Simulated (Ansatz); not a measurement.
In PBE (plane waves, PAW; program Ansatz), GaAs in the tetragonal phase (P4_2/mnm; Ga on 4g, As on 4f) relaxes to a = 7.024 Å, c = 4.062 Å. Its formation energy from the elements is -0.28 eV/atom, with no fitted shifts.

It is gapped at this level: 0.21 eV (smallest direct gap 0.22 eV). The valence maximum lies on the M–Γ line, 91 % of the way from M and the conduction minimum at Γ. Gap from PBE with spin–orbit coupling: 0.11 eV. Electrons at the band edge weigh 0.015, 0.015, 0.018 mₑ (principal values). The hole mass is 0.13, 0.96, 0.96 mₑ (principal values).

An equation-of-state fit gives a bulk modulus of 54.8 GPa.

The start of the workflow was typed in or built on a structure type; neither database checked (COD, Materials Project) lists it. It is not the phase usual at ambient conditions (space group No. 216). Symmetry was held in the PBE relaxation; whether a distortion lowers the energy is not shown. The volume moved by 22 % from the start of the relaxation. The references are the lowest solids computed at this level, not always the standard phases. Scalar-relativistic: spin–orbit coupling is off unless named, which matters more the heavier the elements.

Potentials: the earlier of the program's two PAW sets.
